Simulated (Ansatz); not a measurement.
A geometry of Bi away from equilibrium: the start of the relaxation of a randomly generated symmetric cell of Bi (space group No. 80). Method: PBE (plane waves to 420 eV, PAW, scalar-relativistic; Ansatz, an electronic-structure program). Γ-centred k-mesh 7×7×7 on the run's cell (coarser than for final values), Fermi–Dirac smearing 0.05 eV.

```xyz
4
Lattice="-3.4098 3.4098 3.0592 3.4098 -3.4098 3.0592 3.4098 3.4098 -3.0592" Properties=species:S:1:pos:R:3:forces:R:3 pbc="T T T" free_energy=-49591.522 pressure_GPa=25.3
Bi     3.6281    -1.4205     2.6987   -3.2621   -0.5259    0.0000
Bi     3.1914     1.4205     2.6987    3.2621    0.5259    0.0000
Bi     1.4205     0.2183     4.2283    0.5259   -3.2621    0.0000
Bi     1.9892     3.1914     1.1690   -0.5259    3.2621    0.0000
```

Positions in Å, forces in eV/Å, free energy of the cell in eV (comparable only within this code, potentials and settings). Largest force: 3.30 eV/Å, on Bi1, Bi2, Bi3, Bi4 (atoms numbered as listed); the geometry lies 1.07 to 1.10 eV/atom (the two k-meshes of the run give this range) above the end of its relaxation.

No spin polarisation in the result.

The run could not lose the symmetry of its start: the end is stationary, and may be a saddle point rather than a minimum.

The end of the path is a generated cell of Bi: the first start was made by a random draw of sites in a space group, and the end was not matched to a known phase here, so it may be hypothetical. Known forms of Bi include space group No. 166.
